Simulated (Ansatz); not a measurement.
CaGeS3O12: ⁴³Ca NMR of the central transition

Cell: a Materials Project structure (computed, not necessarily an observed phase), atoms as given.

Space group R3c:H (No. 161); a = 8.8737, c = 21.4863 Å, γ = 120.00°.

| site | Wyckoff | site symmetry | x | y | z |
| --- | --- | --- | --- | --- | --- |
| Ca | 6a | 3. | 0.0000 | 0.0000 | 0.3727 |
| Ge | 6a | 3. | 0.0000 | 0.0000 | 0.6475 |
| S | 18b | 1 | 0.9250 | 0.2870 | 0.5839 |
| O11 | 18b | 1 | 0.1852 | 0.9870 | 0.3048 |
| O17 | 18b | 1 | 0.7800 | 0.9222 | 0.6931 |
| O23 | 18b | 1 | 0.9899 | 0.7571 | 0.4056 |
| O29 | 18b | 1 | 0.9215 | 0.1144 | 0.5892 |

One atom of each set is listed; the run and its k-mesh use a cell of 34 atoms with edges of 8.81, 8.81, 8.81 Å.

The numbers come from a DFT calculation in Ansatz (PBE, plane waves and PAW, scalar-relativistic, 420 eV cutoff, Γ-centred 3×3×3 k-points, Fermi–Dirac smearing 0.02 eV).

⁴³Ca has I = 7/2 and Q = -40.80 mb (Pyykkö 2018); at 21.1 T its Larmor frequency is ν₀ = 60.5 MHz. Only the quadrupole interaction is simulated: positions count from each site's isotropic chemical shift, and J coupling is left out, as are shift anisotropy and dipolar coupling, which fast spinning averages.

Problem. What does the ⁴³Ca spectrum (fast magic-angle spinning) show for each site?

Solution. 

```csv
site,first shell,C_Q (MHz),η,P_Q (MHz),δ_QIS (ppm),breadth (kHz)
Ca,6 O at 2.23–2.24 Å,-2.86,0.00,2.86,-5.70,0.739
```

δ_QIS = −(ν_Q²/30ν₀²)[I(I+1) − 3/4](1 + η²/3) × 10⁶ ppm with ν_Q = 3|C_Q|/[2I(2I−1)]; it falls as 1/B₀² in ppm, and the breadth as 1/B₀ in kHz.

An axis of threefold or higher order runs through Ca, so V_zz lies along it and η is zero.

The largest force is 0.7 eV/Å, so the atoms aren't at the calculated equilibrium and relaxing them would move these values. A computed database structure should lie near equilibrium, so this entry is doubtful.

Hardware: 1 thread of Arm Neoverse V1 (aarch64; 8 cores open to the job, memory cap 2.5 GiB, no GPU), a shared host with a load of 0.4 a core. Wall time 97 s, CPU time 97 s, peak memory 0.98 GiB.
